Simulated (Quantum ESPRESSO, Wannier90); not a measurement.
# SrTiO3 (cubic perovskite), plane waves to Wannier functions

```yaml
crystal:
  lattice:
    - [3.91270, 0.00000, 0.00000]
    - [0.00000, 3.91270, 0.00000]
    - [0.00000, 0.00000, 3.91270]
  atoms:
    - { symbol: Sr, position: [0.00000, 0.00000, 0.00000] }
    - { symbol: Ti, position: [0.50000, 0.50000, 0.50000] }
    - { symbol: O, position: [0.50000, 0.00000, 0.50000] }
    - { symbol: O, position: [0.00000, 0.50000, 0.50000] }
    - { symbol: O, position: [0.50000, 0.50000, 0.00000] }
```

Cell from Materials Project (mp-5229), symmetrised, no further relaxation. COD (Crystallography Open Database) records the formula in this space group. Ideal cubic forms of this type are often high-temperature phases that distort on cooling; symmetry holds the cell here, and its stability was not tested. Method: PBEsol plane waves in Quantum ESPRESSO 7.5 (PseudoDojo norm-conserving files, 68 Ry, no spin polarisation, no spin-orbit coupling), Bloch states on a 6×6×6 mesh through Γ, Wannier90 4.0.1. Density: 8×8×8 mesh, cold smearing 0.01 Ry.

Functional, cutoff and mesh named above are those of the base row (6×6×6); the first column says what each row takes instead. Model: 12 functions from bands 6-8,12-20, start SCDM (isolated) (the valence bands). Energies are relative to the valence-band maximum; the misfit is to pw.x on a path, for all bands of the set. Only the mesh of Bloch states changes. Ω_total can sit in another minimum from row to row; Ω_I of an isolated set cannot.

| mesh | Ω_I (Å²) | Ω_total (Å²) | rms misfit (meV) | k-points (cost) | rough cost of nscf and overlaps (first row = 1) |
|---|---|---|---|---|---|
| 2×2×2 | 9.40 | 10.67 | 73 | 8 | 1.0 |
| 3×3×3 | 11.53 | 12.84 | 58 | 27 | 1.7 |
| 4×4×4 | 12.47 | 13.76 | 8.5 | 64 | 4 |
| 5×5×5 | 12.97 | 14.27 | 7.9 | 125 | 7 |
| 6×6×6 | 13.24 | 14.53 | 1.5 | 216 | 10 |
| 7×7×7 | 13.42 | 14.70 | 1.4 | 343 | 14 |
